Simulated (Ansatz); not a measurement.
**Fixed-spin-moment curve of IrOs (P-6m2)**

```xyz
2
Lattice="2.7436 0.0000 0.0000 -1.3718 2.3760 0.0000 0.0000 0.0000 4.3609" Properties=species:S:1:pos:R:3 pbc="T T T"
Os    0.0000    0.0000    0.0000
Ir    0.0000    1.5840    2.1804
```

Geometry: a structure from the Materials Project; nothing is relaxed.

The runs share PBEsol, 14×14×8 k mesh, Fermi–Dirac smearing of 0.05 eV. PAW means Ansatz 0.2.0 on its default frozen-core files; LAPW is all-electron LAPW in Ansatz 0.2.0. Site moments are integrated in spheres about the atoms, whose radii differ between the methods. Start moments of the first PAW run (μB): Os1 1, Ir2 0.8.

Each run fixes M = N↑ − N↓ with two Fermi levels; the holding field B = (E_F↑ − E_F↓)/2μB is the slope of the free energy against M over μB. Energies count from each method's free run. The held moment starts spread evenly over Os1, Ir2.

Question: Does the cell keep a net moment when the moments are free, and how does its energy change with a held moment?

Answer: The free run has no net moment (M = 0.00 μB). 
```csv
M (μB/cell),ΔF PAW (meV/cell),ΔF LAPW (meV/cell),"B, PAW (T)","largest site moment, PAW (μB)","pressure, PAW (GPa)"
0.00,0.0,0.0,–,0.00,-6.8
0.40,+51.2,–,+3940,0.19,-6.2
0.80,+167.7,+167.2,+6136,0.37,-4.7
1.20,+342.2,+341.2,+9118,0.55,-2.5
1.80,+738.3,+735.9,+13604,0.84,2.6
2.40,+1273.3,–,+17602,1.13,9.3
3.20,+2202.2,+2194.5,+22307,1.52,20.5
```

Question: Check μB·B = dF/dM between M = 1.80 and 2.40 μB with the PAW numbers.

Answer: ΔF/ΔM = +535.0 meV / 0.60 = +891.6 meV per μB, which is +15404 T with μB = 0.05788 meV/T. The mean of the two holding fields is +15603 T. The slope equals the mean of B over the step, so the two agree where B(M) is nearly straight between its ends, and here they lie within a tenth of each other.

Separate runs put a uniform field on the spins (g = 2):

| field (T) | M PAW (μB/cell) | M LAPW (μB/cell) |
| --- | --- | --- |
| 500 | 0.047 | 0.047 |
| 1000 | 0.090 | 0.090 |

The PAW files were made with PBE; the program remakes their cores once for the run's functional and then keeps them frozen. The Ansatz runs typed with the search for lower states off end where their start leads. Spin–orbit coupling is left out although heavy atoms are present. None of this fixes the real material's magnetic order: only patterns that fit the cell were computed, at zero temperature, with a functional that can overstate moments.
